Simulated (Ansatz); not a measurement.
The relaxed structure here is a generated cell of ZnF2: the first start was made by placing the elements on the sites of a structure type, and the end was not matched to a known phase here, so it may be hypothetical. Known forms of ZnF2 include space group No. 136.

One starting cell of ZnF2 (a generated cell, ZnF2 built in the AFLOW prototype A2B_oP12_62_2c_c (C23, as in PbCl2)) was relaxed twice with Ansatz (plane waves, PAW, scalar-relativistic): with PBEsol at 420 eV and with PBE at 420 eV. The PBEsol result:

Space group I4₁/amd, origin choice 1 (No. 141); a = 3.9691 Å, b = 3.9691 Å, c = 9.8338 Å, α = 90.00°, β = 90.00°, γ = 90.00°

```tsv
atom	site	symmetry	x	y	z
Zn	4b	-4m2	0.0000	0.0000	0.5000
F	8e	2mm.	0.0000	0.0000	0.2911
```
(The calculation used a cell of 6 atoms; values per cell refer to that cell.)

| quantity | PBEsol | PBE |
|---|---|---|
| space group | I4₁/amd | I4₁/amd |
| volume (Å³/atom) | 12.91 | ? |
| a (Å) | 3.969 | ? |
| c (Å) | 9.834 | ? |
| gap (eV, no spin-orbit coupling) | 3.61 | ? |

What does PBE give for the same quantities?


- volume (Å³/atom), PBE: 13.58
- a (Å), PBE: 4.024
- c (Å), PBE: 10.060
- gap (eV, no spin-orbit coupling), PBE: 3.64

Both levels end in the same structure; PBE's volume is 5.2 % larger; its gap is the same within 0.05 eV. Neither column is exact.

No spin polarisation in the result.

The run could not lose the symmetry of its start: the end is stationary, and may be a saddle point rather than a minimum.

Ansatz is a quantum-chemistry and plane-wave program.
